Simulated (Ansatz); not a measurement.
## Notes on CsGa2CuS4

```yaml
crystal:
  lattice:
    - [7.12666, 0.33708, 0.98003]
    - [1.05322, 8.59657, 0.58093]
    - [-0.18736, 0.70057, 6.78894]
  atoms:
    - { symbol: S, position: [0.58508, 0.01031, 0.61490] }
    - { symbol: S, position: [0.99535, 0.29573, 0.43809] }
    - { symbol: Cs, position: [0.05360, 0.89144, 0.45349] }
    - { symbol: Cs, position: [0.60282, 0.83325, 0.10809] }
    - { symbol: S, position: [0.98386, 0.53229, 0.05314] }
    - { symbol: S, position: [0.31737, 0.13914, 0.83834] }
    - { symbol: S, position: [0.36098, 0.32914, 0.06828] }
    - { symbol: S, position: [0.62871, 0.49316, 0.90613] }
    - { symbol: Ga, position: [0.68926, 0.20166, 0.83051] }
    - { symbol: Ga, position: [0.61078, 0.51642, 0.51698] }
    - { symbol: Ga, position: [0.94812, 0.51154, 0.67726] }
    - { symbol: Ga, position: [0.28061, 0.58025, 0.79696] }
    - { symbol: S, position: [0.00037, 0.00207, 0.92239] }
    - { symbol: S, position: [0.04654, 0.23284, 0.08462] }
    - { symbol: Cu, position: [0.68478, 0.29086, 0.25052] }
    - { symbol: Cu, position: [0.26167, 0.48736, 0.38583] }
```

Method: PBE, collinear spin; PAW, plane waves to 420 eV, 3×2×3 (shifted by 0, 0.5, 0 steps) mesh, methfessel-paxton occupations (width 0.1154 eV) (Ansatz 0.2.0), atoms fixed.

The state carries no moments; the state need not be the lowest.

**Stress.** The pressure is -1.4 GPa (compression positive), so with the atoms held at these fractions the cell would first shrink; the forces are large, so a full relaxation may end otherwise. The principal stresses -2.8, -2.3, 0.8 GPa differ, so its shape would change too.
**Charges.** Bader charges in e: Cs +0.76, Ga +0.25 to +0.75, Cu +0.19 to +0.40, S -0.75 to -0.12. In the mean Cs gives up most and S takes most.
**Forces.** The largest is on S7: 1.74 eV/Å, components (1.03, 0.60, 1.27). It makes 138° with the line to a nearest neighbour, S14 at 2.53 Å, pointing away from it.
**Electronic structure.** It is a metal, with about 8.8 states/eV a cell as the mean within 0.25 eV of the Fermi level, mostly S p (65 %) and Ga p (12 %).
**Formation energy.** 0.19 eV an atom against the elements' usual phases (free molecules for gases, crystals otherwise, with no correction for O₂ or N₂), so at this geometry it isn't bound against them. Relaxing would lower it.

Origin: a disordered cell, so it need not be a known compound. Caveats: the input typed no starting moments; the k mesh is coarse if the cell is a metal; atoms or cell far from equilibrium.
